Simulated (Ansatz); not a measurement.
BAs (CsCl type, Pm-3m) under volume change, PBE in the plane-wave PAW code Ansatz, scaled uniformly.

```tsv
V (Å³/atom)	E − E(relaxed) (meV/atom)	P (GPa)
11.559	38.8	11.73
11.940	(withheld)	(withheld)
12.321	(withheld)	(withheld)
12.702	0.0	0.00
13.084	3.5	-2.87
13.465	13.3	-5.34
13.846	28.6	-7.38
```

Q: Some entries are withheld; supply them.

A: 
- 12.321, E − E(relaxed) (meV/atom): 3.9
- 12.321, P (GPa): 3.37
- 11.940, E − E(relaxed) (meV/atom): 16.4
- 11.940, P (GPa): 7.22

Q: What does a third-order Birch–Murnaghan fit give for V₀, B₀ and B′?

A: V₀ = 12.70 Å³/atom, B₀ = 103 GPa, B′ = 4.1.

The start of the workflow was typed in or built on a structure type; neither database checked (COD, Materials Project) lists it. It is not the phase usual at ambient conditions (space group No. 216). The cell was relaxed with PBE under the symmetry of its start; its stability against distortions is not shown here. The volume moved by 31 % from the start of the relaxation. Its formation energy is positive at this level, so the cell may be metastable or incomplete.

Potentials: the earlier of the program's two PAW sets.
